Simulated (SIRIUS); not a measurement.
SIRIUS run on CdSe (F-43m, 8 atoms in the cell; from Materials Project mp-2691, changed as shown): self-consistent single point.

Computed with PBE, GBRV PBE ultrasoft pseudopotentials (plane waves; SIRIUS).

The change in words: lattice scaled by 0.98. Reference geometry (F-43m):
```yaml
crystal:
  lattice:
    - [6.14054, 0.00000, 0.00000]
    - [0.00000, 6.14054, 0.00000]
    - [0.00000, 0.00000, 6.14054]
  atoms:
    - { symbol: Cd, position: [0.00000, 0.00000, 0.00000] }
    - { symbol: Cd, position: [0.00000, 0.50000, 0.50000] }
    - { symbol: Cd, position: [0.50000, 0.00000, 0.50000] }
    - { symbol: Cd, position: [0.50000, 0.50000, 0.00000] }
    - { symbol: Se, position: [0.25000, 0.25000, 0.25000] }
    - { symbol: Se, position: [0.25000, 0.75000, 0.75000] }
    - { symbol: Se, position: [0.75000, 0.25000, 0.75000] }
    - { symbol: Se, position: [0.75000, 0.75000, 0.25000] }
```

Reference input (self-consistent single point, DFT, PBE, plane waves, GBRV PBE ultrasoft pseudopotentials): parameters.ngridk = 4 4 4; parameters.xc_functionals = [XC_GGA_X_PBE, XC_GGA_C_PBE]; parameters.gk_cutoff = 6.325 1/bohr; parameters.pw_cutoff = 14.143 1/bohr; parameters.smearing = fermi_dirac; parameters.smearing_width = 0.00183747 Ha; potentials = GBRV PBE ultrasoft pseudopotentials; parameters.electronic_structure_method = pseudopotential; parameters.num_bands = 43; parameters.num_mag_dims = 0; parameters.num_dft_iter = 100; parameters.energy_tol = 1e-07 Ha. This run's input differs from it in these lines:

```diff
@@ -32,7 +32,7 @@
     "lattice_vectors": [
-      [0.9999999877, 0.0, 0.0],
-      [0.0, 0.9999999877, 0.0],
-      [0.0, 0.0, 0.9999999877]
+      [0.9999999738, 0.0, 0.0],
+      [0.0, 0.9999999738, 0.0],
+      [0.0, 0.0, 0.9999999738]
     ],
-    "lattice_vectors_scale": 11.603939,
+    "lattice_vectors_scale": 11.37186,
     "atom_coordinate_units": "A",
@@ -46,11 +46,11 @@
         [0.0, 0.0, 0.0],
-        [0.0, 3.07027, 3.07027],
-        [3.07027, 0.0, 3.07027],
-        [3.07027, 3.07027, 0.0]
+        [0.0, 3.0088645, 3.0088645],
+        [3.0088645, 0.0, 3.0088645],
+        [3.0088645, 3.0088645, 0.0]
       ],
       "Se": [
-        [1.535135, 1.535135, 1.535135],
-        [1.535135, 4.605405, 4.605405],
-        [4.605405, 1.535135, 4.605405],
-        [4.605405, 4.605405, 1.535135]
+        [1.50443225, 1.50443225, 1.50443225],
+        [1.50443225, 4.51329675, 4.51329675],
+        [4.51329675, 1.50443225, 4.51329675],
+        [4.51329675, 4.51329675, 1.50443225]
       ]
```

Output, abridged:

```
[find] density tolerance         : 1e-06
[find] total energy tolerance    : 1e-07
[find] iter_solver_tol (initial) : 0.01
[find] iter_solver_tol (target)  : 1e-13
[find] num_dft_iter              : 100
Charges and magnetic moments
--------------------------------------------------------------------------------
total charge          : 72.000000
[find] | SCF iteration   0 out of 100|
[diagonalize] iterative solver tolerance (occupied, empty): 0.01 0.01
[diagonalize] average number of iterations: 2.1
[find] Charges and magnetic moments
[find] total charge          : 72.000000
[find] Energy
   [... lines left out ...]

[find] Charges and magnetic moments
[find] total charge          : 72.000000
[find] Energy
[find] smearing (-TS)                 :      -0.00000255
[find] Total energy                   :    -316.81971511 (Ha),    -633.63943022 (Ry)
[find] Free energy (E-TS)             :    -316.81971766 (Ha),    -633.63943532 (Ry)
[find] band gap (eV)                  :       0.64212116
[find] Efermi                         :       0.22362047
[find] iteration : 16, RMS (target) : 8.6569e-07 (1.0000e-06) , energy difference (target) : 0.0000e+00 (1.0000e-07)
[find] bands are converged : true
[find] iterative solver converged : true
[find] converged after 17 SCF iterations!
[find] Charges and magnetic moments
[find] total charge          : 72.000000
[find] Energy
[find] smearing (-TS)                 :      -0.00000255
[find] Total energy                   :    -316.81971511 (Ha),    -633.63943022 (Ry)
[find] Free energy (E-TS)             :    -316.81971766 (Ha),    -633.63943532 (Ry)
[find] band gap (eV)                  :       0.64212116
[find] Efermi                         :       0.22362047
[ground_state] === stress tensor components [kbar] ===
[ground_state] === stress_total ===
[ground_state]   -48.720940    0.000000   -0.000000
[ground_state]     0.000000  -48.720940    0.000000
[ground_state]    -0.000000    0.000000  -48.720940
[ground_state] ==== total Forces in Ha/bohr =====
[ground_state] atom:    0, force:       0.0000000      0.0000000     -0.0000000
   [... zero for the other atoms too ...]
```

The run converged in 17 iterations. SIRIUS prints the stress tensor with tension positive. Against the reference run the free energy goes up by 34.0 meV/atom, the pressure goes from 1.29 to 4.87 GPa and the gap on the mesh goes from 0.521 to 0.642 eV.

The structure comes from a collection of computed structures, made at another level of theory; the collection holds predicted forms beside known ones.

Cost on one core: roughly 60 core-seconds.

The gap that the log prints is read on the run's mesh, which can miss the band edges or a crossing.
